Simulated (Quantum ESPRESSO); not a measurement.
**Band energies of CdO**

```xyz
2
Lattice="0.0000 2.3454 2.3454 2.3454 0.0000 2.3454 2.3454 2.3454 0.0000" Properties=species:S:1:pos:R:3 pbc="T T T"
O      2.3454     2.3454     2.3454
Cd     0.0000     0.0000     0.0000
```

PBEsol (Quantum ESPRESSO, PseudoDojo norm-conserving, 102 Ry, with spin-orbit coupling); path ΓXWKΓLUWLK,UX; energies in eV from the Fermi level.

```csv
k (1/Å),point,band 26,band 27,band 28,band 29,band 30,band 31,band 32,band 33
0.00,Γ,-1.47,-0.56,-0.56,14.34,14.34,16.81,16.81,16.81
0.67,,-1.74,3.47,3.47,10.54,10.54,11.94,11.94,13.38
1.34,X,-2.43,3.75,3.75,8.34,8.34,11.03,11.03,12.95
1.45,,-2.41,3.86,3.86,8.34,8.34,10.77,10.77,12.94
2.01,W,-1.98,5.89,5.89,8.64,8.64,8.80,8.80,10.60
2.13,,-1.89,5.80,5.80,8.55,8.55,8.76,8.76,10.90
2.48,K,-1.37,5.30,5.30,8.35,8.35,8.51,8.51,12.75
2.89,,-0.26,5.49,5.49,7.84,7.84,9.03,9.03,12.62
3.50,,-0.89,1.60,1.60,12.12,12.12,13.27,13.27,15.63
3.90,Γ,-1.47,-0.56,-0.56,14.34,14.34,16.81,16.81,16.81
4.22,,-1.21,0.97,0.97,12.51,12.51,15.21,15.21,15.65
4.85,,-0.17,3.96,3.96,7.60,7.60,11.76,11.76,12.22
5.06,L,-0.06,4.21,4.21,7.21,7.21,11.47,11.47,11.93
5.58,,-0.71,6.09,6.09,6.73,6.73,9.39,9.39,12.37
5.88,U,-1.37,5.30,5.30,8.35,8.35,8.51,8.51,12.75
6.24,,-1.89,5.80,5.80,8.55,8.55,8.76,8.76,10.90
6.36,W,-1.98,5.89,5.89,8.64,8.64,8.80,8.80,10.60
6.93,,-0.49,5.58,5.58,6.79,6.79,10.11,10.11,12.01
7.30,L,-0.06,4.21,4.21,7.21,7.21,11.47,11.47,11.93
7.47,,-0.15,4.52,4.52,7.12,7.12,11.18,11.18,11.86
8.04,,-1.20,5.56,5.56,7.94,7.94,8.62,8.62,12.68
8.12,K,-1.37,5.30,5.30,8.35,8.35,8.51,8.51,12.75
8.12,U,-1.37,5.30,5.30,8.35,8.35,8.51,8.51,12.75
8.60,X,-2.43,3.75,3.75,8.34,8.34,11.03,11.03,12.95
```

At this level the gap is closed or nearly so: along the path the highest valence and lowest conduction bands touch, or overlap by less than 0.6 eV, a zero-gap or semimetallic result; the valence top lies at L, the conduction bottom at Γ, 0.51 eV lower. Semilocal functionals close the gaps of some narrow-gap semiconductors, so this alone doesn't show that the compound has none.

Geometry relaxed with PBEsol.
